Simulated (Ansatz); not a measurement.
Nb$_{4}$AlC$_{3}$ in space group P6_3/mmc (No. 194; Pearson symbol hP16) at seven volumes, plane-wave PAW r²SCAN (Ansatz code), shape and atoms relaxed at each. One row is withheld.

| V (Å³/atom) | P (GPa) |
|---|---|
| 11.806 | 26.07 |
| 12.196 | 15.96 |
| 12.585 | 7.34 |
| 12.974 | 0.01 |
| 13.363 | -6.22 |
| 13.753 | ? |
| 14.142 | -15.87 |

### Question
Fit the shown pressures and predict the withheld one.

### Answer
Third-order Birch–Murnaghan: P = (3/2)B₀(x^(7/2) − x^(5/2))[1 + (3/4)(B′ − 4)(x − 1)] with x = (V₀/V)^(2/3). Least squares on the six rows gives V₀ = 12.975 Å³/atom, B₀ = 223.7 GPa, B′ = 4.47. At V = 13.753, x = 0.9619 and P = -11.44 GPa. The run itself gave -11.48 GPa.

The first step of the workflow began from a Materials Project structure, measured or hypothetical; the Crystallography Open Database copy checked does not list it. Its standing as an ambient phase is unchecked. Symmetry was held in the r²SCAN relaxation; its stability against distortions is not shown here. No spin polarisation was allowed.

Potentials: the later of the program's two PAW sets.
